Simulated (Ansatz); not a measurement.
## Structure relaxation, Cu

The start is a generated cell, Cu built in the AFLOW prototype A_oF8_70_a. A full variable-cell relaxation at zero pressure is run with r2SCAN (plane waves to 500 eV, PAW, scalar-relativistic; Ansatz, a program for electronic structure). First-step values are on the input's coarse k-mesh.

Ansatz input (later rounds restart from its end on a renewed k-mesh):
Ansatz 0.2 input:
```yaml
crystal:
  lattice:
    - [0, 2.3015384, 4.0546848]
    - [1.2603359, 0, 4.0546848]
    - [1.2603359, 2.3015384, 0]
  atoms:
    - { symbol: Cu, position: [0.25, 0.25, 0.25] }
    - { symbol: Cu, position: [0, 0, 0] }
basis: { ecutwfc: 500, ecutrho_ratio: 4, xc_grid: 4, fft_grid_basis: typed }
kpoints: { mp_grid: { grid: [15, 15, 15] } }
hamiltonian:
  xc: r2scan
  dispersion: none
  pseudopotentials: { azcp: { folder: ./paw }, kind: paw }
scf: { occupations: { method: fermi_dirac, width: 0.05 } }
relax: { f_tol: 0.01, max_steps: 100, cell: { stress_tol: 0.02 } }
output: { forces: true, stress: true }
```

Question: How do the shortest distances between atoms change?

Answer: The closest pairs of elements (up to four, under 3.6 Å), start → end: Cu–Cu 2.41 → 2.46 Å.

Question: Is the relaxed structure metallic? Give its gap.

Answer: Zero (metallic).

Question: Give the final cell and atomic positions.

Answer: 
Space group Fddd, origin choice 1 (No. 70); a = 2.465 Å, b = 4.448 Å, c = 8.463 Å, α = β = γ = 90.00°

```tsv
atom	site	symmetry	x	y	z
Cu	8a	222	0.0000	0.0000	0.0000
```
(The calculation used a cell of 2 atoms; values per cell refer to that cell.)

The space group stays Fddd (No. 70) (the run could not lower it); the end is AFLOW prototype A_oF8_70_a, with 2 atoms in the primitive cell. Final values are on a 22×22×22 k-mesh of the relaxed cell. No spin polarisation in the result.

The run could not lose the symmetry of its start, so the end can be a saddle point.

All atoms sit on sites fixed by symmetry, so only the cell could relax.

The relaxed structure here is a generated cell of Cu: the first start was made by placing the elements on the sites of a structure type, and the end was not matched to a known phase here, so it may be hypothetical. Known forms of Cu include space group No. 225.
